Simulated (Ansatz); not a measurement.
Relaxing arsenic (black arsenic (Cmce))

All numbers below come from DFT, BLYP, plane waves (420 eV) with PAW, scalar-relativistic in Ansatz. (PAW data from PBE, frozen cores regenerated.)

k-point mesh 9×9×7, Fermi-Dirac smearing 0.1 eV, no spin polarisation. Cell and atoms relax.

Starting structure:

```yaml
crystal:
  lattice:
    - [1.81500, -5.48000, 0.00000]
    - [1.81500, 5.48000, 0.00000]
    - [0.00000, 0.00000, 4.45000]
  atoms:
    - { symbol: As, position: [0.09800, 0.90200, 0.91000] }
    - { symbol: As, position: [0.59800, 0.40200, 0.59000] }
    - { symbol: As, position: [0.90200, 0.09800, 0.09000] }
    - { symbol: As, position: [0.40200, 0.59800, 0.41000] }
```

What cell does the relaxation end in?

Cmce with a = 3.739 Å, b = 17.900 Å, c = 5.127 Å; 42.89 Å³ per atom against 22.13 at the start (93.8 %).

How much energy does the relaxation gain?

475.5 meV per atom.

This functional, with no dispersion term, lets the cell expand far past the measured one.
